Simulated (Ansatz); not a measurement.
Data:

WN$_{2}$:
```yaml
crystal:
  lattice:
    - [-2.99284, 2.99284, 4.23319]
    - [2.99284, -2.99284, 4.23319]
    - [2.99284, 2.99284, -4.23319]
  atoms:
    - { symbol: W, position: [0.50000, 0.50000, 0.00000] }
    - { symbol: W, position: [0.25000, 0.75000, 0.50000] }
    - { symbol: N, position: [0.87500, 0.62444, 0.24944] }
    - { symbol: N, position: [0.37556, 0.62500, 0.25056] }
    - { symbol: N, position: [0.37500, 0.62556, 0.75056] }
    - { symbol: N, position: [0.37444, 0.12500, 0.74944] }
```

This is the LDA-relaxed structure.

All from DFT-LDA in the program Ansatz with PAW potentials, unless another level is named. Predict the vibrational entropy at 300 K.

22.6 J/(K·mol of atoms).

Predict the highest zone-centre frequency (without LO–TO term).

1251 cm⁻¹.

Next, the zero-point energy?

74.2 meV/atom.

Space group Fd-3m. The first step of the workflow began from a Materials Project structure, measured or hypothetical; the Crystallography Open Database copy checked does not list it. Its standing as an ambient phase is unchecked. Symmetry was held in the LDA relaxation; whether a distortion lowers the energy is not shown. The run is not spin-polarised. Scalar-relativistic: spin–orbit coupling is off unless named, which matters more the heavier the elements.

Potentials: the later of the program's two PAW sets.
